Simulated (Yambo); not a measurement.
Yambo run on Cs2KYF6 (space group Fm-3m, No. 225). The wavefunctions are PBEsol (Quantum ESPRESSO, PseudoDojo norm-conserving, 84 Ry, no spin-orbit coupling) ones on a 2×2×2 mesh (40 occupied bands); a = 6.803 Å, b = 6.803 Å, c = 6.803 Å, α = 60.00°, β = 60.00°, γ = 60.00°.

Yambo input:

```
gw0
dyson
el_el_corr
HF_and_locXC
ppa
em1d
EXXRLvcs= 84 Ry
VXCRLvcs= 336 Ry
Chimod= "HARTREE"
% BndsRnXp
 1 | 409 |
%
NGsBlkXp= 8 Ry
% LongDrXp
 1.0 | 1.0 | 1.0 |
%
PPAPntXp= 27.2114 eV
% GbndRnge
 1 | 409 |
%
GTermKind= "BG"
DysSolver= "n"
ExtendOut
% QPkrange
 1 | 1 | 40 | 41 |
%
```

k points by index: 1 = Γ.

Table of the .qp output:

```
#    K-point    Band    Eo [eV]    E [eV]    E-Eo [eV]    Vxc [eV]    Vnlxc [eV]    Sc|Eo [eV]    Sc|E [eV]    dSc/dw|Eo [eV]    Re(Z)    Im(Z)
#
    1    40    0.000000    -2.038412    -2.038412    -21.85423    -29.14121    4.747568    5.248567    -6.687434    0.802721    -0.001347
    1    41    6.326295    7.469116    1.142822    -7.785791    -3.663790    -2.847030    -2.979180    -3.146389    0.896356    -0.643968E-3
```
(The two width columns are left out.) Convergence of these settings isn't established.

Geometry of the Materials Project entry, not relaxed at this level.
